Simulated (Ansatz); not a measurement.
A crystal relaxed with r2SCAN in Ansatz has space group Pm-3m (No. 221) and a = 3.907 Å.

```json
{"atom": "Sr", "site": "1a", "x": "0.0000", "y": "0.0000", "z": "0.0000"}
{"atom": "Ti", "site": "1b", "x": "0.5000", "y": "0.5000", "z": "0.5000"}
{"atom": "Xx", "site": "3c", "x": "0.5000", "y": "0.0000", "z": "0.5000"}
```

With r2SCAN the valence top lies at R and the conduction bottom at Γ, 2.26 eV higher; the smallest vertical gap, at Γ, is 2.63 eV. The HSE06 gap is indirect, 3.32 eV (R to Γ), below the direct gap of 3.70 eV at Γ. Meshes: r2SCAN 6×6×6, HSE06 4×4×4. r2SCAN's ε∞ is 5.6 in all directions.

Question: Which element is Xx?
A. Se
B. O
C. Te
D. S

Answer: B. Xx is O: SrTiO₃ on the sites of the cubic perovskite structure (relaxed group Pm-3m). Around Sr lie 12 O at 2.76 Å; around Ti lie 6 O at 1.95 Å; around O lie 2 Ti at 1.95 Å and 4 Sr at 2.76 Å.

No spin polarisation and no zero-point or thermal motion.

The meshes of the hybrids are coarse, so their gaps aren't converged to the digits shown.

For a response run the program warns that the ground state's bands aren't all converged, so ε∞ carries an extra error.
